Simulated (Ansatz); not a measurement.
Sn:
```
CELL_PARAMETERS angstrom
     -1.88629     1.88629     1.88629
      1.88629    -1.88629     1.88629
      1.88629     1.88629    -1.88629
ATOMIC_POSITIONS crystal
  Sn 0.00000 0.00000 0.00000
```

Relaxed with r²SCAN. Special points in fractions of this cell's reciprocal vectors: Γ (0.000, 0.000, 0.000); H (0.500, -0.500, 0.500); N (0.000, 0.000, 0.500); P (0.250, 0.250, 0.250).

**Question.** List the band energies nearest the Fermi level at these points for plane-wave PAW r²SCAN (Ansatz code).

**Answer.** In eV from the Fermi level; about four levels below and three above (degenerate sets whole), none deeper than 8.9 eV; … stands for higher levels left out; points with the same levels are listed once.

| k | below | above |
|---|---|---|
| Γ | – | 8.54 8.54 8.54 |
| H | -2.25 -0.63 -0.63 -0.63 | … |
| N | -6.67 -4.77 | 3.77 5.87 … |
| P | -5.27 -1.58 -1.58 -1.58 | … |

Space group Im-3m (bcc (W type)). The first step of the workflow began from a Materials Project structure, measured or hypothetical; the Crystallography Open Database copy checked does not list it. It is not the phase usual at ambient conditions (space group No. 141). Symmetry was held in the r²SCAN relaxation. At this level the phase is mechanically unstable. Scalar-relativistic: spin–orbit coupling is off unless named, which matters more the heavier the elements.

Potentials: the earlier of the program's two PAW sets.
